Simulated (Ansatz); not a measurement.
BiB:
```
CELL_PARAMETERS angstrom
      0.00000     2.74498     2.74498
      2.74498     0.00000     2.74498
      2.74498     2.74498     0.00000
ATOMIC_POSITIONS crystal
  Bi 0.75000 0.75000 0.75000
  B  0.00000 0.00000 0.00000
```

Relaxed with r²SCAN. Special points in fractions of this cell's reciprocal vectors: Γ (0.000, 0.000, 0.000); X (0.500, 0.000, 0.500); U (0.625, 0.250, 0.625); K (0.375, 0.375, 0.750); L (0.500, 0.500, 0.500); W (0.500, 0.250, 0.750).

Question: List the band energies nearest the valence-band maximum at these points for r²SCAN with spin–orbit coupling (plane waves, PAW; program Ansatz).

Answer: In eV from the valence-band maximum; about four levels below and three above (degenerate sets whole), none deeper than 8.9 eV; points with the same levels are listed once.

| k | below | above |
|---|---|---|
| Γ | 0.00 0.00 0.00 0.00 | 0.18 0.18 1.79 1.79 |
| X | -4.43 -4.43 -3.53 -3.53 | 0.80 0.80 0.94 0.94 |
| U | -5.86 -5.02 -3.45 -3.32 | 1.25 1.27 3.61 |
| L | -2.53 -2.53 -1.60 -1.60 | 0.32 0.32 3.78 3.78 |
| W | -5.82 -4.65 -4.61 -4.35 | 3.42 3.42 3.99 |

Space group F-43m (zinc blende). The cell is a constructed one: a structure type filled with these elements; neither database checked (COD, Materials Project) lists it. Its standing as an ambient phase is unchecked. The cell was relaxed with r²SCAN under the symmetry of its start; of distortions, only those at the zone centre were tested.

Potentials: the later of the program's two PAW sets.
